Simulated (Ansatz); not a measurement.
WC:
```
WC
1.0
    2.88368     0.00000     0.00000
   -1.44184     2.49734     0.00000
    0.00000     0.00000     2.81180
W C
1 1
Direct
  0.00000   0.00000   0.00000
  0.66667   0.33333   0.50000
```

Relaxed with LDA.

Q: List the phonon frequencies at the special points (DFPT on a 5×5×5 q-mesh, Fourier-interpolated; plane-wave PAW LDA (Ansatz code)).

A: In cm⁻¹; no LO–TO term at Γ, as the run had none.

```
q              frequencies
-  -----------------------
Γ        0 0 0 601 633 633
M  173 193 273 610 659 710
K  202 226 246 629 662 690
A  182 182 290 551 551 759
L  216 236 252 650 677 706
H  224 227 249 665 680 697
```

Space group P-6m2. The LDA relaxation kept the symmetry of its start; phonons on a q-mesh show no instability. No spin polarisation was allowed. As this level gives no gap, phonon frequencies hold no LO–TO term and depend on the k-mesh and smearing (Fermi–Dirac, 0.1 eV here). Spin–orbit coupling is left out wherever it is not named.

Potentials: the later of the program's two PAW sets.
